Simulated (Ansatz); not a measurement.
Ge:
```
CELL_PARAMETERS angstrom
     -3.38805     3.38805     3.38805
      3.38805    -3.38805     3.38805
      3.38805     3.38805    -3.38805
ATOMIC_POSITIONS crystal
  Ge 0.00000 0.25000 0.50000
  Ge 0.25000 0.50000 0.00000
  Ge 0.50000 0.00000 0.25000
  Ge 0.25000 0.25000 0.25000
```

Relaxed with r²SCAN. Special points in fractions of this cell's reciprocal vectors: Γ (0.000, 0.000, 0.000); H (0.500, -0.500, 0.500); N (0.000, 0.000, 0.500); P (0.250, 0.250, 0.250).

Q: List the band energies nearest the Fermi level at these points for r²SCAN (plane waves, PAW; program Ansatz).

A: In eV from the Fermi level; about four levels below and three above (degenerate sets whole), none deeper than 8.9 eV; points with the same levels are listed once.

```tsv
k	below	above
Γ	-3.08 -3.08 -0.69 -0.69 -0.69	3.30 3.44 3.44 3.44
H	-3.19 -3.19 -3.19 -1.13	0.65 1.32 1.32 1.32
N	-3.22 -2.74 -0.35 -0.09	0.47 1.39 1.81
P	-2.41 -2.41 -0.91 -0.91	0.79 0.79 3.54 3.54
```

Space group I4_132. The start of the workflow was typed in or built on a structure type; neither database checked (COD, Materials Project) lists it. It is not the phase usual at ambient conditions (space group No. 227). The r²SCAN relaxation kept the symmetry of its start; its stability against distortions is not shown here. The volume moved by 42 % from the start of the relaxation. Spin–orbit coupling is left out wherever it is not named.

Potentials: the later of the program's two PAW sets.
